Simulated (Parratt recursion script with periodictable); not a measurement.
## Neutron reflectivity, Kiessig fringes on Si: a table of runs and one to predict

Calculation: specular neutron reflectivity, Parratt recursion, Névot-Croce roughness, natural isotopes, no magnetic scattering; Parratt recursion script with periodictable 1.7.1.

Neutron wavelength 4.1 Å. Q is scanned from 0.004 to 0.3 Å⁻¹ in 600 evenly spaced points, and the curve is smoothed with a Gaussian of 0.001 Å⁻¹ full width. A minimum is a scan point below both neighbours, placed by a parabola through ln R at the three points.

Each run is one film on Si (density 2.313 g/cm³, ρ = 2.059 × 10⁻⁶ Å⁻², rms roughness 3.4 Å) under vacuum. The film surface has an rms roughness of 7.6 Å in all runs. ρ and ρ″ are the real and imaginary parts of the scattering length density. The table lists all minima between 0.03 and 0.15 Å⁻¹.

```
run   film  thickness d (Å)  density (g/cm³)  ρ (10⁻⁶ Å⁻²)  ρ″ (10⁻⁶ Å⁻²)                                               minima at Q (Å⁻¹)
---  -----  ---------------  ---------------  ------------  -------------  --------------------------------------------------------------
A    Al2O3              400            3.641         5.228   2.766 × 10⁻⁵  0.0355, 0.0499, 0.0649, 0.0802, 0.0957, 0.1112, 0.1267, 0.1423
B    Al2O3              320            3.641         5.228   2.766 × 10⁻⁵                                                               ?
```

Densities are inputs, not measurements. They were set from computed cells of the Materials Project: Al2O3 from entry mp-1143 (R-3c, 3.873 g/cm³, taken at 94 %); Si from entry mp-149 (Fd-3m, 2.313 g/cm³). A layer's crystal structure does not enter its constants, only its composition and density.

Q: How many minima does run B have between 0.03 and 0.15 Å⁻¹, and where?

A: Inside a film the fringe order is m = (d/2π)(Q² − 16πρ)^½, with the film's own ρ. Where the film's ρ lies above the substrate's, its two faces reflect with opposite signs, and minima are expected at whole m.

- Run A, ρ above the substrate's: the minima give m = 2.01, 3.00, 4.00, 5.00, 6.00, 7.00, 8.00, 9.00.

In run B the film's ρ lies above the substrate's, so take whole m. The window runs from m = 1.29 to 7.59 and holds m = 2, 3, 4, 5, 6, 7. Then Q² = 16πρ + (2πm/d)² gives Q = 0.0425, 0.0611, 0.0802, 0.0995, 0.1189, 0.1384 Å⁻¹.

The run has 6 minima, at 0.0426, 0.0612, 0.0803, 0.0995, 0.1190, 0.1384 Å⁻¹. The largest distance from one of them to an estimated minimum is 0.0001 Å⁻¹, against a mean spacing of 0.0192 Å⁻¹.
